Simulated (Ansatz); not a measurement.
# Ansatz 0.2.0, settings compared: YbNbS2

Input:

```yaml
crystal:
  lattice:
    - [1.751745, 3.03411, 0.0]
    - [-1.751745, 3.03411, 0.0]
    - [-1.751745, 1.011367, 6.928206]
  atoms:
    - { symbol: Nb, position: [0.0, 0.0, 0.0] }
    - { symbol: Yb, position: [0.5, 0.0, 0.5] }
    - { symbol: S, position: [0.274, 0.452, 0.822] }
    - { symbol: S, position: [0.726, 0.548, 0.178] }
  symmetry: { tolerance: 0.0003 }
kpoints:
  mp_grid: { grid: [6, 6, 6], shift: [0, 0, 0] }
magnetization:
  spin_polarized: false
scf:
  occupations: { method: fermi_dirac, width: 0.042 }
hamiltonian:
  pseudopotentials: { kind: paw }
  xc: r2scan
basis:
  ecutwfc: 500
output:
  forces: true
  stress: true
  eigenvalues: true
```

Launch command:

```bash
ansatz run input.yaml --threads 1 --pin off --max-ram 2560MiB --backend cpu --events-out ev --progress --plain --runs-dir out
```

Origin of the cell: a known structure type with other elements, at an estimated volume, so it need not be a known compound.

Output of this run (shortened):

```
Warning: crystal.lattice misses the space group found at crystal.symmetry.tolerance 3.0e-4 in a digit that the deck types, which is why this is a warning: making the lattice exact moves one o […]
Pseudopotentials: kind: paw
Pseudopotential: Nb, paw, valence charge 13, recommended cutoff 500 eV (meta_gga), Nb.paw.azcp
Pseudopotential: Yb, paw, valence charge 24, recommended cutoff 500 eV (meta_gga), Yb.paw.azcp
Pseudopotential: S, paw, valence charge 6, recommended cutoff 500 eV (meta_gga), S.paw.azcp
Functional definition: r2SCAN
  exchange = r2scan_x(k0 = k0, k1 = k1, a1 = a1)
  correlation = r2scan_c
Crystal: 4 atoms, lattice volume = 73.647 Å³
Basis set: ecut = 500 eV, 1885 PW (Γ), exchange–correlation on 108×108×216 points (64 copies of the dense FFT grid, shifted against one another)
Bands: 30, of which v1, the nominal top of the filled ones, is band 25 counted from 1 (24 counted from 0)
[… 12 lines left out …]
Initial density: superposition of atomic densities (neutral atoms: chi_scale 0, normalization atom), corrected by the library's trained network
Functional: x = r2scan, c = r2scan; τ floored in thin density (d = 2e-4 eV/Å³)
SCF iter   1: F=—  HF=-20185.398659 eV  Δρ=2.72e-2  dr2=5.54e-1  dr2_τ=4.70e-2
SCF iter   2: F=—  HF=-20186.655575 eV  Δρ=3.19e-1  dr2=9.51e1  dr2_τ=4.06e-1  defer=17  recentre
SCF iter   3: F=—  HF=-20185.461485 eV  Δρ=2.54e-2  dr2=4.40e-1  dr2_τ=4.64e-3
SCF iter   4: F=—  HF=-20185.423966 eV  Δρ=1.91e-2  dr2=2.75e-1  dr2_τ=3.18e-3
SCF iter   5: F=—  HF=-20185.389704 eV  Δρ=8.97e-3  dr2=6.71e-2  dr2_τ=2.61e-4
[… 5 lines left out …]
SCF iter  11: F=—  HF=-20185.383223 eV  Δρ=2.88e-4  dr2=7.37e-5  dr2_τ=2.34e-7
SCF iter  12: F=—  HF=-20185.383217 eV  Δρ=1.96e-4  dr2=2.20e-5  dr2_τ=1.36e-7
SCF iter  13: F=—  HF=-20185.383215 eV  Δρ=7.09e-5  dr2=3.00e-6  dr2_τ=4.50e-8
SCF iter  14: F=—  HF=-20185.383215 eV  Δρ=1.80e-5  dr2=1.80e-7  dr2_τ=2.14e-9
SCF iter  15: F=-20185.383215 eV  HF=-20185.383215 eV  Δρ=1.10e-6  dr2=1.32e-9  dr2_τ=2.19e-10
SCF 1 converged in 15 iterations: F = -20185.383215 eV  dr2 = 1.32e-9
SCF converged after 15 iterations
Free energy (F): -20185.383215 eV
Harris-Foulkes:  -20185.383215 eV  (|F-HF|=1.04e-9)
Internal energy: -20185.377015 eV  (E = F + TS)
E sigma→0 (E₀):  -20185.380115 eV
Entropy (-TS):   -0.006200 eV (-1.550 meV/atom)
Fermi energy:    15.044388 eV
--- Per-component energies (eV) ---
  E_band       = 16.219942
  E_kinetic    = 978.962663
  E_local      = -7153.354922  (includes V_loc(G=0)·N_el)
  E_nonlocal   = 724.325739
  E_hartree    = 3046.572931
  E_xc         = -520.070635
  E_vxc        = -663.068148  (∫ρ·V_xc dr)
  E_paw        = -11675.056753  (= ΣΔE_a)
  E_vpaw       = -1.590387  (= ΣTr[D̂ρ^β])
  E_aug_tail   = 0.000007  (compensation charges beyond the density's cutoff)
  E_vtau       = 37.797234  (kinetic-family band-sum trace: ∫τ·v_τ [+ j·A + Jᵃ·Aᵃ] dr)
  E_ewald      = -5587.193286
  E_core_change = 0.437242  (= ΣΔE_core)
  E_smearing   = -0.006200  (= −TS)
  Σ components = -20185.383215   (vs F -20185.383215, Δ=0.00e0)
--- Forces (eV/Å), atoms counted from 1 ---
  atom   1  Nb     0.000000     0.000000     0.000000
  atom   2  Yb     0.000000     0.000000     0.000000
  atom   3  S     -0.000000     0.000001    -4.538554
  atom   4  S      0.000000    -0.000001     4.538554
  max |Σ_I F_I| component: 1.78e-15 eV/Å
--- Stress (GPa, compression-positive) ---
       17.555778      -0.000000       0.000000
       -0.000000      17.555778       0.000002
        0.000000       0.000002       7.829963
  P = ⅓ Tr σ = 14.3138 GPa (143.138 kbar)
```

The same input was run again with these changes:

1. `basis.xc_grid` default → 4
2. `basis.xc_grid` default → 2; `magnetization` { spin_polarized: false } → { spin_polarized: true } (starts: ferro); typed moments: Nb1 2, Yb2 2, S3 3, S4 1
3. `scf.occupations.width` 0.042 → default; `scf.occupations.method` fermi_dirac → tetrahedron; `kpoints.mp_grid.shift` [0, 0, 0] → [0.5, 0.5, 0.5]
4. `hamiltonian.xc` r2scan → rpbe

| run | end | SCF iterations | P (GPa) | max force component (eV/Å) | moment (μB) | ΔE(σ→0) (meV/atom) |
| --- | --- | --- | --- | --- | --- | --- |
| base | converged | 15 | 14.31 | 4.539 | – | 0 |
| 1 | converged | 15 | 14.31 | 4.539 | – | 0.00 |
| 2 | converged | 25 | 14.31 | 4.539 | 0.00 | 0.04 |
| 3 | converged | 27 | 14.54 | 4.508 | – | 2.88 |
| 4 | converged | 8 | 17.77 | 4.351 | – | – |

Energies are compared only where functional, datasets, charge and starting cell are the same.

Caveats of the base run: f shells without a U or exact exchange are poorly placed; no spin polarisation, so a magnetic state may lie lower; no spin-orbit coupling, though heavy elements are present; the k mesh is coarse if the cell is a metal.

Run 2: a starting moment was lost; no moments, though an odd count or open d shells may carry them; typed moments were cut to what the open shells hold.
Run 3: forces and stress under tetrahedra may miss the slope of the energy; the k mesh keeps only part of the crystal's symmetry.
Run 4: forces of this functional can be a tenth off on datasets made under PBE.

Time of the base run: 14 s on 1 thread of Arm Neoverse V2, on a shared host, peak memory 0.57 GiB, from the program's own first density.
